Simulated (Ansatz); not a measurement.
Level of theory: DFT PBE, scalar-relativistic, plane waves, PAW (Ansatz). Settings: cutoff 420 eV, Γ-centred meshes spaced at most about 0.3 Å⁻¹ (2π included), Gaussian smearing. No spin polarisation in the final relaxations.

All energies are static (0 K, no zero-point motion).

Compare these two cells of Al3GaAs4, each relaxed at this level.

A.

```yaml
crystal:
  lattice:
    - [4.05548, 0.00000, 0.00000]
    - [0.00000, 4.05548, 0.00000]
    - [0.00000, 0.00000, 11.45583]
  atoms:
    - { symbol: Al, position: [0.50000, 0.50000, 0.25024] }
    - { symbol: Al, position: [0.00000, 0.00000, 0.50000] }
    - { symbol: Al, position: [0.50000, 0.50000, 0.74976] }
    - { symbol: Ga, position: [0.00000, 0.00000, 0.00000] }
    - { symbol: As, position: [0.50000, 0.00000, 0.37511] }
    - { symbol: As, position: [0.00000, 0.50000, 0.62489] }
    - { symbol: As, position: [0.50000, 0.00000, 0.87413] }
    - { symbol: As, position: [0.00000, 0.50000, 0.12587] }
```

B.

```yaml
crystal:
  lattice:
    - [4.05525, 0.00000, 0.00000]
    - [0.00000, 8.10950, 0.00000]
    - [0.00000, 0.00000, 5.72949]
  atoms:
    - { symbol: Al, position: [0.00000, 0.74973, 0.99999] }
    - { symbol: Al, position: [0.00000, 0.25027, 0.99999] }
    - { symbol: Al, position: [0.50000, 0.50000, 0.49965] }
    - { symbol: Ga, position: [0.50000, 0.00000, 0.50016] }
    - { symbol: As, position: [0.00000, 0.00000, 0.24836] }
    - { symbol: As, position: [0.50000, 0.25080, 0.75087] }
    - { symbol: As, position: [0.00000, 0.50000, 0.25012] }
    - { symbol: As, position: [0.50000, 0.74920, 0.75087] }
```

Question: Which placement of the atoms is lower in energy, and by how much?

Answer: They are level within the accuracy (under 1 meV/atom apart). The two share one framework of sites and differ in which element sits where. A has Al and Ga ordered on zinc blende sites, space group P-4m2 (No. 115), 23.6 Å³/atom and a gap of 1.27 eV on its mesh; B has Al and Ga ordered on zinc blende sites, space group Pmm2 (No. 25), 23.6 Å³/atom and a gap of 1.30 eV. Counting As atoms around Al and Ga (those within 1.25 times the shortest such distance or 1.15 times the sum of covalent radii), A and B both have Al 4, Ga 4. Both come from invented guesses.

Kohn–Sham gaps at this level usually fall short of measured ones. Cells relaxed within their symmetry can be saddle points.
